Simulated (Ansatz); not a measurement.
BeS:
```cif
data_Be3S3
_chemical_formula_sum 'Be3 S3'
_space_group_name_H-M_alt 'P6422'
_space_group_IT_number 181
_space_group_name_Hall 'P 64 2 (0 0 2)'
_cell_length_a 3.39886
_cell_length_b 3.39886
_cell_length_c 7.67234
_cell_angle_alpha 90.000
_cell_angle_beta 90.000
_cell_angle_gamma 120.000
loop_
_atom_site_label
_atom_site_type_symbol
_atom_site_symmetry_multiplicity
_atom_site_Wyckoff_symbol
_atom_site_fract_x
_atom_site_fract_y
_atom_site_fract_z
_atom_site_occupancy
Be1 Be 3 c 0.50000 0.00000 0.00000 1
S1 S 3 d 0.50000 0.00000 0.50000 1
```

Relaxed at zero pressure with the program Ansatz at the LDA level (PAW).

**Question.** The volume is lowered by 9 % and shape and atoms relax at that volume. What pressure results, and how do the axes share the change?

**Answer.** 12.4 GPa; a -3.2 %, b -3.2 %, c -3.0 %; the energy rises by 41 meV/atom.

**Question.** Give the new structure.

**Answer.** 
Space group P6₄22 (No. 181); a = b = 3.291 Å, c = 7.445 Å, α = β = 90.00°, γ = 120.00°

```
atom  site  symmetry       x       y       z
----  ----  --------  ------  ------  ------
Be      3c       222  0.5000  0.0000  0.0000
S       3d       222  0.5000  0.0000  0.5000
```

The phase is kept; no other phase was compared at this pressure.

Space group P6_422. The start of the workflow was typed in or built on a structure type; neither database checked (COD, Materials Project) lists it. COD files the formula under space group No. 216. Whether it is the stable phase at ambient conditions was not checked. The cell was relaxed with LDA under the symmetry of its start; its stability against distortions is not shown here.

Potentials: the earlier of the program's two PAW sets. The files were generated under PBE; for other functionals the program regenerates the frozen cores, and for LDA and PBEsol the local potential too.
